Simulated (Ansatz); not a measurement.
Single point in Ansatz 0.2.0 with r2SCAN, no spin polarisation. Cutoff 500 eV, PAW datasets, 9×9×5 Γ-centred k mesh, fermi-dirac filling (width 0.1 eV).

Computed maps in the lattice plane spanned by a (left to right, 3.60 Å, 11 points from zero) and b (bottom to top, 3.60 Å, 11 points from zero), 90° apart, at height 0.000 along c. The fields are smooth PAW ones with compensation charges, not the true ones near nuclei.

Valence density. Digits on a logarithmic scale: 0 up to 0.03 e/Å³, each further digit a factor of 1.6, 9 from 1.3 e/Å³ up:
```
33564333333
35999333333
36999333333
34996333333
33333333333
33333333333
33333336994
33333339996
33333339995
33333334653
33333333333
```

The cell is LiTiSb. Which atoms lie within 0.2 Å of this plane, and where (fractions of a and b)?

Li at (0.75, 0.25), Li at (0.25, 0.75). The whole cell:
```yaml
crystal:
  lattice:
    - [3.60004, 0.00000, 0.00000]
    - [0.00000, 3.60004, 0.00000]
    - [0.00000, 0.00000, 7.98704]
  atoms:
    - { symbol: Ti, position: [0.25000, 0.25000, 0.24875] }
    - { symbol: Ti, position: [0.75000, 0.75000, 0.75125] }
    - { symbol: Li, position: [0.75000, 0.25000, 0.00000] }
    - { symbol: Li, position: [0.25000, 0.75000, 0.00000] }
    - { symbol: Sb, position: [0.25000, 0.25000, 0.61556] }
    - { symbol: Sb, position: [0.75000, 0.75000, 0.38444] }
```

Origin: a known structure type with other elements, at an estimated volume, so it need not be a known compound.
